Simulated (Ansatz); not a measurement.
**Si₃C₃N₈ (β-Si3N4 sites, Pm): the band gap by level of theory**

All numbers come from Ansatz 0.2.0. No spin polarisation and no zero-point or thermal motion; the cell was built from a prototype and may be hypothetical.

The cell is Si₃C₃N₈ on the sites of β-Si3N4 (relaxed group Pm); cell and atoms were relaxed with r2SCAN. The symmetry is Pm (No. 6, monoclinic); a = 6.959 Å, b = 2.711 Å, c = 7.045 Å, β = 118.9° in the conventional setting, 8.31 Å³ an atom. Around Si lie 4 N at 1.63–1.68 Å; around Si lie 4 N at 1.65–1.72 Å; around Si lie 4 N at 1.63–1.72 Å; around C lie 4 N at 1.42–1.64 Å; around C lie 4 N at 1.52–1.58 Å; around C lie 4 N at 1.49–1.63 Å; around N lie 2 C at 1.47–1.52 Å and 1 Si at 1.68 Å; around N lie 1 C at 1.49 Å and 2 Si at 1.70–1.72 Å (further sites aren't listed).

```cif
data_structure
_symmetry_space_group_name_H-M 'Pm'
_symmetry_Int_Tables_number 6
_cell_length_a 6.9587
_cell_length_b 2.7106
_cell_length_c 7.0446
_cell_angle_alpha 90.000
_cell_angle_beta 118.887
_cell_angle_gamma 90.000
_cell_volume 116.34
loop_
_atom_site_label
_atom_site_type_symbol
_atom_site_symmetry_multiplicity
_atom_site_Wyckoff_symbol
_atom_site_fract_x
_atom_site_fract_y
_atom_site_fract_z
_atom_site_occupancy
Si1 Si 1 b 0.76094 0.50000 0.57928 1
Si2 Si 1 a 0.59540 0.00000 0.83132 1
Si3 Si 1 a 0.18027 0.00000 0.78005 1
C1 C 1 b 0.81910 0.50000 0.22409 1
C2 C 1 b 0.41502 0.50000 0.18896 1
C3 C 1 a 0.22111 0.00000 0.39866 1
N1 N 1 b 0.66502 0.50000 0.31037 1
N2 N 1 a 0.32170 0.00000 0.63908 1
N3 N 1 b 0.03112 0.50000 0.72045 1
N4 N 1 a 0.68156 0.00000 0.65105 1
N5 N 1 a 0.34870 0.00000 0.05720 1
N6 N 1 b 0.69566 0.50000 0.99349 1
N7 N 1 a 0.97032 0.00000 0.30520 1
N8 N 1 b 0.29409 0.50000 0.32081 1
```

Gaps on the r2SCAN cell, each the least over its mesh and the special points:
```json
{"level": "PBE", "k mesh": "4×10×4", "gap (eV)": "2.13", "kind": "indirect", "edges": "Γ–Z (0.30) → Γ", "least direct gap (eV)": "2.46"}
{"level": "r2SCAN", "k mesh": "4×10×4", "gap (eV)": "2.51", "kind": "indirect", "edges": "Γ–Z (0.33) → Γ", "least direct gap (eV)": "2.82"}
{"level": "HSE06", "k mesh": "4×6×4", "gap (eV)": "3.64", "kind": "indirect", "edges": "Γ–Z (0.33) → Γ", "least direct gap (eV)": "3.93"}
{"level": "PBE0", "k mesh": "4×6×4", "gap (eV)": "4.41", "kind": "indirect", "edges": "Γ–Z (0.33) → Γ", "least direct gap (eV)": "4.70"}
```
PBE: smearing of 0.02 eV; the others have fixed occupations.
Wave cutoffs: 420 eV, 500 eV (r2SCAN).
Points off the special ones are mesh points or PBE's searched band edges, reused at the other levels.

With HSE06 the valence top lies at Γ–Z (0.33 of the way from Γ) and the conduction bottom at Γ, 3.64 eV higher; the smallest vertical gap, at Γ, is 3.93 eV. With r2SCAN, at Γ the top three valence levels group as 1+1+1 from the top, spread over 226 meV.

r2SCAN covers 25 % of the step from PBE to HSE06. All these functionals give a gap of the same kind, indirect.

r2SCAN (ground state on 4×8×4): The electronic dielectric tensor ε∞ is a tensor with principal values 4.68, 4.94, 4.97. Born charges, averaged over directions: Si +3.34 to +3.49, C +2.48 to +2.66, N -2.52 to -1.83 e. The program notes that the ground state's band table doesn't vouch for all the bands that the response reads.

The meshes of the hybrids are coarse, so their gaps aren't converged to the digits shown.

The splittings at Γ are without spin-orbit coupling, which regroups them where it is of like size or larger.
